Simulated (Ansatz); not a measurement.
IrO$_{2}$ (rutile, P4_2/mnm) at seven volumes, PBEsol in the plane-wave PAW code Ansatz, shape and atoms relaxed at each. One row is withheld.

| V (Å³/atom) | P (GPa) |
|---|---|
| 9.564 | 34.08 |
| 9.879 | 20.78 |
| 10.194 | ? |
| 10.510 | 0.00 |
| 10.825 | -8.02 |
| 11.140 | -14.77 |
| 11.455 | -20.42 |

Q: Fit the shown pressures and predict the withheld one.

A: Third-order Birch–Murnaghan: P = (3/2)B₀(x^(7/2) − x^(5/2))[1 + (3/4)(B′ − 4)(x − 1)] with x = (V₀/V)^(2/3). Least squares on the six rows gives V₀ = 10.510 Å³/atom, B₀ = 290.0 GPa, B′ = 4.66. At V = 10.194, x = 1.0206 and P = 9.51 GPa. The run itself gave 9.52 GPa.

Symmetry was held in the PBEsol relaxation. The run is not spin-polarised. Spin–orbit coupling is left out wherever it is not named.

Potentials: the earlier of the program's two PAW sets. The files were generated under PBE; for other functionals the program regenerates the frozen cores, and for LDA and PBEsol the local potential too.
